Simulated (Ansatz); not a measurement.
C:
```yaml
crystal:
  lattice:
    - [2.59171, 0.00000, 0.00000]
    - [0.00000, 2.59171, 0.00000]
    - [0.00000, 0.00000, 5.96601]
  atoms:
    - { symbol: C, position: [0.00000, 0.00000, 0.75000] }
    - { symbol: C, position: [0.00000, 0.00000, 0.25000] }
    - { symbol: C, position: [0.50000, 0.00000, 0.88856] }
    - { symbol: C, position: [0.50000, 0.00000, 0.11144] }
    - { symbol: C, position: [0.00000, 0.50000, 0.38856] }
    - { symbol: C, position: [0.00000, 0.50000, 0.61144] }
```

Relaxed with r²SCAN.

### Question
Which orbitals make up the states near the Fermi level in r²SCAN in the plane-wave PAW code Ansatz?

### Answer
Within 0.5 eV of the Fermi level: C 2p 98 %. Projections are on Löwdin-orthogonalised atomic valence shells; empty p or d shells of many metals are not among them.

### Question
Tabulate the density of states.

### Answer
States/eV per cell of 6 atoms, in 0.25 eV bins, energy from the Fermi level.

```tsv
E (eV)	total	C 2p	C 2s
-7.85	1.36	1.20	0.15
-7.60	1.42	1.27	0.14
-7.35	1.55	1.40	0.15
-7.10	1.76	1.60	0.15
-6.85	1.97	1.83	0.14
-6.60	1.71	1.61	0.10
-6.35	1.68	1.59	0.09
-6.10	1.76	1.67	0.09
-5.85	2.04	1.94	0.09
-5.60	2.09	1.99	0.09
-5.35	2.63	2.50	0.13
-5.10	2.26	2.15	0.11
-4.85	2.16	2.05	0.10
-4.60	2.23	2.12	0.10
-4.35	1.85	1.78	0.06
-4.10	1.63	1.57	0.05
-3.85	1.36	1.31	0.04
-3.60	1.06	1.02	0.03
-3.35	0.73	0.69	0.03
-3.10	0.63	0.60	0.03
-2.85	0.59	0.56	0.02
-2.60	0.57	0.54	0.02
-2.35	0.56	0.53	0.02
-2.10	0.58	0.55	0.02
-1.85	0.59	0.57	0.02
-1.60	0.61	0.59	0.02
-1.35	0.65	0.63	0.02
-1.10	0.71	0.69	0.01
-0.85	0.81	0.79	0.01
-0.60	1.01	1.00	0.01
-0.35	1.08	1.07	0.01
-0.10	0.61	0.60	0.01
0.15	0.47	0.46	0.00
0.40	0.38	0.37	0.01
0.65	0.30	0.28	0.01
0.90	0.27	0.25	0.01
1.15	0.33	0.30	0.02
1.40	0.47	0.41	0.05
1.65	0.54	0.47	0.05
1.90	0.68	0.60	0.06
2.15	0.85	0.75	0.07
2.40	1.10	0.97	0.10
2.65	0.79	0.69	0.07
2.90	0.74	0.65	0.07
3.15	0.80	0.69	0.07
3.40	0.88	0.76	0.08
3.65	1.15	0.99	0.12
3.90	1.34	1.15	0.14
4.15	1.08	0.93	0.11
4.40	1.00	0.86	0.10
4.65	0.93	0.79	0.10
```

Space group P4_2/mmc. The start of the workflow was typed in or built on a structure type; neither database checked (COD, Materials Project) lists it. It is not the phase usual at ambient conditions (space group No. 194, 227). Symmetry was held in the r²SCAN relaxation; its stability against distortions is not shown here.

Potentials: the earlier of the program's two PAW sets.
